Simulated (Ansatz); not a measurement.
Ansatz input

```yaml
crystal:
  lattice:
    - [2.6229680032, 0.0, 0.0]
    - [-1.3114840016, 2.2715569241, 0.0]
    - [0.0, 0.0, 8.810921239]
  atoms:
    - { symbol: Fe, position: [1.0, 1.0, 0.0], spin: 2.92 }
    - { symbol: Fe, position: [0.0, 0.0, 0.5], spin: 2.92 }
    - { symbol: Fe, position: [0.3333333333, 0.6666666667, 0.25], spin: 2.925 }
    - { symbol: Fe, position: [0.6666666667, 0.3333333333, 0.75], spin: 2.925 }
hamiltonian:
  xc: r2scan
  pseudopotentials:
    kind: paw
    azcp:
      Fe: "pseudopotentials/Fe.paw.azcp"
basis:
  ecutwfc: 500
  fft_grid_basis: typed
kpoints:
  mp_grid: { grid: [16, 16, 4], shift: [0, 0, 0] }
magnetization:
  spin_polarized: true
scf:
  occupations: { method: fermi_dirac, width: 0.05 }
  lower_state_search: "off"
output:
  stress: true
```

Terminal output

```
Engine: ansatz 0.2.0, x86_64-unknown-linux-gnu
Pseudopotentials: kind: paw
Pseudopotential: Fe, paw, valence charge 16, recommended cutoff 500 eV (meta_gga) 
Functional definition: r2SCAN
  parameter k0 = 0.174
  parameter k1 = 0.065
  parameter a1 = 4.9479
  exchange = r2scan_x(k0 = k0, k1 = k1, a1 = a1)
  correlation = r2scan_c
Crystal: 4 atoms, lattice volume = 52.497 Å³
Basis set: ecut = 500 eV, 1341 PW (Γ), exchange–correlation on 80×80×288 points (64 copies of the dense FFT grid, shifted against one another)
Bands: 46, of which v1, the nominal top of the filled ones, is band 32 counted from 1 (31 counted from 0)
Symmetry: 24 space group operations
Space group: P63/mmc (ITA 194), of the structure as read, at distance tolerance 3.7e-5 Å
Magnetic group: BNS 194.263 (UNI 1493), of the structure as read, at distance tolerance 3.7e-5 Å
k-points: 90 of 1024
Non-local potential: Fe, projectors of the file, l = 0: 3, l = 1: 2, l = 2: 3, l = 3: 1
PAW form: soft (Blöchl's): semilocal exchange-correlation on the pseudo side does not see the compensation charge
PAW frozen core: Fe, regenerated for the run's functional (the file was generated under x = pbe(κ = 0.804, μ = 0.2195149727645171), c = pbe(β = 0.06672455060314922))
PAW one-centre angular grid: Fe, 590 points (default); XC on 160 Gauss nodes
Initial density: superposition of atomic densities (chi_scale 0.1, normalization cell)
Starting moments: Σ|m| = 11.69 μB on 4 of 4 sites
Initial wavefunctions: pseudopotential atomic-orbital guess
Functional: x = r2scan, c = r2scan; τ floored in thin density (d = 2e-4 eV/Å³)
iter 1 solved again at ethr=7.76e-4 eV; its pass at ethr=3.10e-3 eV (dr2=4.97e-1 eV) is discarded
SCF iter   1: F=-17942.335757 eV  HF=-17941.889651 eV  |F-HF|=4.46e-1  |Δ(HF+E_count)|=         —  Δρ=6.11e-2 (↑2.34e-2 ↓6.11e-2)  dr2=5.00e-1  dr2_τ=1.68e-2  dr2_m=8.37e-1  M=11.504 μB ∫|m|=11.766 μB  β_m=1.20  ethr=7.76e-4  ⟨swp⟩=1.3  Hψ=38975  notcnv=0
Mixer restart at iter 1: flushing history
spin=Collinear: Kerker preconditioning applied to the charge; magnetization (m = ρ↑ − ρ↓) channel mixes plain (no charge-response kernel on spin).
spin-set hold released at iteration 1 (the charge has settled, or the pull on large starting moments outlasts its swing): the magnetisation degrees of freedom join the quasi-Newton model from the next iteration; the mixer history was flushed
SCF iter   2: F=-17942.793743 eV  HF=-17942.288370 eV  |F-HF|=5.05e-1  |Δ(HF+E_count)|=   3.99e-1  Δρ=1.64e-2 (↑6.81e-3 ↓1.64e-2)  dr2=1.26e-1  dr2_τ=3.13e-3  dr2_m=2.01e-2  M=11.335 μB ∫|m|=12.140 μB  β_m=1.20  ethr=7.76e-4  ⟨swp⟩=2.8  Hψ=17907  notcnv=0  κ⁻¹=1.0e0(r=1)
SCF iter   3: F=-17942.862127 eV  HF=-17942.534754 eV  |F-HF|=3.27e-1  |Δ(HF+E_count)|=   2.46e-1  Δρ=9.09e-3 (↑6.44e-3 ↓9.09e-3)  dr2=5.80e-2  dr2_τ=5.33e-4  dr2_m=4.01e-3  M=11.339 μB ∫|m|=12.333 μB  β_m=1.20  ethr=1.97e-4  ⟨swp⟩=2.5  Hψ=15303  notcnv=0  defer=663  κ⁻¹=3.9e-2(r=2)
SCF iter   4: F=-17942.898598 eV  HF=-17942.736904 eV  |F-HF|=1.62e-1  |Δ(HF+E_count)|=   2.02e-1  Δρ=5.24e-3 (↑4.78e-3 ↓5.24e-3)  dr2=2.24e-2  dr2_τ=3.21e-4  dr2_m=6.66e-4  M=11.370 μB ∫|m|=12.433 μB  β_m=1.20  ethr=9.06e-5  ⟨swp⟩=2.2  Hψ=14482  notcnv=0  defer=716  κ⁻¹=1.3e-2(r=3)
SCF iter   5: F=-17942.921231 eV  HF=-17942.903604 eV  |F-HF|=1.76e-2  |Δ(HF+E_count)|=   1.67e-1  Δρ=2.70e-3 (↑2.57e-3 ↓2.70e-3)  dr2=4.84e-3  dr2_τ=1.25e-4  dr2_m=1.46e-5  M=11.427 μB ∫|m|=12.548 μB  β_m=1.20  ethr=3.50e-5  ⟨swp⟩=2.5  Hψ=16295  notcnv=0  defer=732  κ⁻¹=2.4e-3(r=4)
SCF iter   6: F=-17942.923330 eV  HF=-17942.920830 eV  |F-HF|=2.50e-3  |Δ(HF+E_count)|=   1.72e-2  Δρ=1.88e-3 (↑1.88e-3 ↓1.57e-3)  dr2=2.03e-3  dr2_τ=4.41e-5  dr2_m=1.04e-4  M=11.449 μB ∫|m|=12.575 μB  β_m=1.20  ethr=7.56e-6  ⟨swp⟩=2.0  Hψ=16135  notcnv=0  defer=737  κ⁻¹=5.1e-4(r=5)
SCF iter   7: F=-17942.924044 eV  HF=-17942.923960 eV  |F-HF|=8.38e-5  |Δ(HF+E_count)|=   3.13e-3  Δρ=6.74e-4 (↑4.32e-4 ↓6.74e-4)  dr2=2.58e-4  dr2_τ=4.60e-6  dr2_m=1.99e-5  M=11.463 μB ∫|m|=12.594 μB  β_m=1.20  ethr=3.18e-6  ⟨swp⟩=2.1  Hψ=14823  notcnv=0  defer=737  κ⁻¹=2.3e-4(r=6)
SCF iter   8: F=-17942.924182 eV  HF=-17942.923978 eV  |F-HF|=2.03e-4  |Δ(HF+E_count)|=   1.80e-5  Δρ=3.16e-4 (↑2.56e-4 ↓3.16e-4)  dr2=4.66e-5  dr2_τ=5.92e-7  dr2_m=4.20e-6  M=11.465 μB ∫|m|=12.596 μB  β_m=1.20  ethr=4.03e-7  ⟨swp⟩=2.4  Hψ=13027  notcnv=0  defer=737  κ⁻¹=1.3e-5(r=7)
SCF iter   9: F=-17942.924237 eV  HF=-17942.924139 eV  |F-HF|=9.76e-5  |Δ(HF+E_count)|=   1.61e-4  Δρ=2.15e-4 (↑1.81e-4 ↓2.15e-4)  dr2=2.12e-5  dr2_τ=2.85e-7  dr2_m=4.79e-7  M=11.464 μB ∫|m|=12.593 μB  β_m=1.20  ethr=7.28e-8  ⟨swp⟩=2.0  Hψ=13246  notcnv=0  defer=737  κ⁻¹=5.5e-6(r=8)
SCF iter  10: F=-17942.924265 eV  HF=-17942.924272 eV  |F-HF|=6.72e-6  |Δ(HF+E_count)|=   1.33e-4  Δρ=1.09e-4 (↑1.09e-4 ↓9.70e-5)  dr2=1.12e-5  dr2_τ=7.45e-8  dr2_m=1.22e-7  M=11.462 μB ∫|m|=12.591 μB  β_m=1.20  ethr=3.32e-8  ⟨swp⟩=2.0  Hψ=13510  notcnv=0  defer=737  κ⁻¹=2.7e-5(r=8)
SCF iter  11: F=-17942.924267 eV  HF=-17942.924262 eV  |F-HF|=4.93e-6  |Δ(HF+E_count)|=   1.01e-5  Δρ=7.15e-5 (↑6.95e-5 ↓7.15e-5)  dr2=3.62e-6  dr2_τ=7.32e-8  dr2_m=3.29e-8  M=11.463 μB ∫|m|=12.592 μB  β_m=1.20  ethr=1.75e-8  ⟨swp⟩=2.3  Hψ=12390  notcnv=0  defer=737  κ⁻¹=7.2e-6(r=8)
SCF iter  12: F=-17942.924272 eV  HF=-17942.924269 eV  |F-HF|=2.44e-6  |Δ(HF+E_count)|=   7.19e-6  Δρ=7.77e-5 (↑3.21e-5 ↓7.77e-5)  dr2=1.96e-6  dr2_τ=4.15e-8  dr2_m=6.00e-7  M=11.462 μB ∫|m|=12.590 μB  β_m=1.20  ethr=5.66e-9  ⟨swp⟩=2.0  Hψ=13488  notcnv=0  defer=737  κ⁻¹=5.3e-6(r=8)
SCF iter  13: F=-17942.924272 eV  HF=-17942.924270 eV  |F-HF|=1.92e-6  |Δ(HF+E_count)|=   1.10e-6  Δρ=1.82e-5 (↑1.63e-5 ↓1.82e-5)  dr2=1.52e-7  dr2_τ=4.17e-9  dr2_m=1.67e-8  M=11.461 μB ∫|m|=12.589 μB  β_m=1.20  ethr=3.06e-9  ⟨swp⟩=2.0  Hψ=13329  notcnv=0  defer=737  κ⁻¹=4.2e-5(r=8)
SCF iter  14: F=-17942.924273 eV  HF=-17942.924271 eV  |F-HF|=1.47e-6  |Δ(HF+E_count)|=   7.10e-7  Δρ=1.30e-5 (↑1.29e-5 ↓1.30e-5)  dr2=8.79e-8  dr2_τ=2.54e-9  dr2_m=8.78e-9  M=11.461 μB ∫|m|=12.589 μB  β_m=1.20  ethr=1.56e-10  ⟨swp⟩=4.0  Hψ=25792  notcnv=0  κ⁻¹=8.0e-6(r=8)
SCF iter  15: F=-17942.924273 eV  HF=-17942.924272 eV  |F-HF|=4.80e-7  |Δ(HF+E_count)|=   1.20e-6  Δρ=7.07e-6 (↑7.07e-6 ↓6.72e-6)  dr2=2.62e-8  dr2_τ=9.22e-10  dr2_m=1.24e-9  M=11.461 μB ∫|m|=12.589 μB  β_m=1.20  ethr=1.37e-10  ⟨swp⟩=4.0  Hψ=26346  notcnv=0  κ⁻¹=7.4e-5(r=8)
SCF iter  16: F=-17942.924273 eV  HF=-17942.924273 eV  |F-HF|=1.75e-9  |Δ(HF+E_count)|=   5.35e-7  Δρ=1.95e-6 (↑1.51e-6 ↓1.95e-6)  dr2=2.82e-9  dr2_τ=6.71e-11  dr2_m=3.23e-10  M=11.461 μB ∫|m|=12.589 μB  ethr=4.09e-11  ⟨swp⟩=4.0  Hψ=26393  notcnv=0
SCF 1 converged in 16 iterations: F = -17942.924273 eV  dr2 = 2.82e-9
this state was not tested for a lower state beside it, because the mixer in use, unlike msr1, does not test its closes by its own steps (another_mixer; see scf.mixing.algorithm and scf.lower_state_search)
SCF converged after 16 iterations
Magnetization: 11.4611 μB (37.7305 up, 26.2695 down)
Absolute magnetization: 12.5900 μB (∫|ρ↑−ρ↓|, with the PAW one-centre terms)
Spin contamination: 0.4635 ħ² per cell (⟨S²⟩ above its minimum at these occupations)
Per-site moments (μB) at R_I (Å): [(2.9934636234052827, 1.081974301323586), (2.9934636234052814, 1.081974301323586), (2.9995680842114836, 1.081974301323586), (2.9995680842114845, 1.081974301323586)]
Free energy (F): -17942.924273 eV
Harris-Foulkes:  -17942.924273 eV  (|F-HF|=1.75e-9)
Internal energy: -17942.895084 eV  (E = F + TS)
E sigma→0 (E₀):  -17942.909678 eV
Entropy (-TS):   -0.029189 eV (-7.297 meV/atom)
Fermi energy:    16.109583 eV
--- Per-component energies (eV) ---
  E_band       = -1115.934982
  E_kinetic    = 1381.129663
  E_local      = -8969.610315  (includes V_loc(G=0)·N_el)
  E_nonlocal   = 899.496507
  E_hartree    = 3740.153526
  E_xc         = -446.815114
  E_vxc        = -663.181788  (∫ρ·V_xc dr)
  E_paw        = -5519.715406  (= ΣΔE_a)
  E_vpaw       = -1291.853398  (= ΣTr[D̂ρ^β])
  E_aug_tail   = 0.001151  (compensation charges beyond the density's cutoff)
  E_vtau       = 47.772519  (kinetic-family band-sum trace: ∫τ·v_τ [+ j·A + Jᵃ·Aᵃ] dr)
  E_ewald      = -9026.377196
  E_core_change = -1.157900  (= ΣΔE_core)
  E_smearing   = -0.029189  (= −TS)
  E_closure    = 0.000000  (closes the sum)
  Σ components = -17942.924273   (vs F -17942.924273, Δ=0.00e0)
--- Stress (GPa, compression-positive) ---
      -11.208931      -0.000000       0.000000
        0.000000     -11.208931       0.000000
        0.000000       0.000000     -10.751298
  P = ⅓ Tr σ = -11.0564 GPa (-110.564 kbar)
```

Launched by

```sh
ansatz run input.yaml --threads 1 --pin off --max-ram 3584MiB --backend cpu --events-out ev --progress --plain --runs-dir out
```

On 1 thread of Intel(R) Xeon(R) Platinum 8259CL CPU @ 2.50GHz (Skylake/Cascade Lake) (shared host) this took about 96 s of wall time and 97 s of CPU time.
